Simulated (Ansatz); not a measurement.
A relaxed cell of Ta (Im-3m (No. 229)), relaxed on a k-mesh at least as fine as the one used below. All values below come from PBEsol (plane waves to 420 eV, PAW, scalar-relativistic; Ansatz, an electronic-structure program). Γ-centred k-mesh 7×14×14 on the run's cell (coarser than for final values), Fermi–Dirac smearing 0.05 eV.

```
CELL_PARAMETERS angstrom
     -3.28193     3.28193     3.28193
      1.64096    -1.64096     1.64096
      1.64096     1.64096    -1.64096
ATOMIC_POSITIONS crystal
  Ta 0.00000 0.00000 0.00000
  Ta 0.50000 0.00000 0.00000
```

The atoms are displaced by (Å):

| atom | ux | uy | uz |
|---|---|---|---|
| Ta1 | 0.019 | 0.083 | 0.032 |
| Ta2 | 0.023 | -0.100 | -0.115 |

What forces (eV/Å) and pressure result?


```tsv
atom	Fx	Fy	Fz
Ta1	0.03	-1.58	-1.46
Ta2	-0.03	1.58	1.46
```

Pressure +4.7 GPa.

Estimate the energy cost of the displacement in the harmonic approximation and compare with the calculation.

For a harmonic well ΔE = −½ Σ F·u = 0.252 eV a cell, or 126 meV/atom. The calculated energy relative to the undisplaced cell is +0.12 eV/atom, so the harmonic estimate holds well.

No spin polarisation in the result.

The run that gave the undisplaced cell could not lose the symmetry of its start; a randomly shaken copy of 2 atoms returns to this structure.
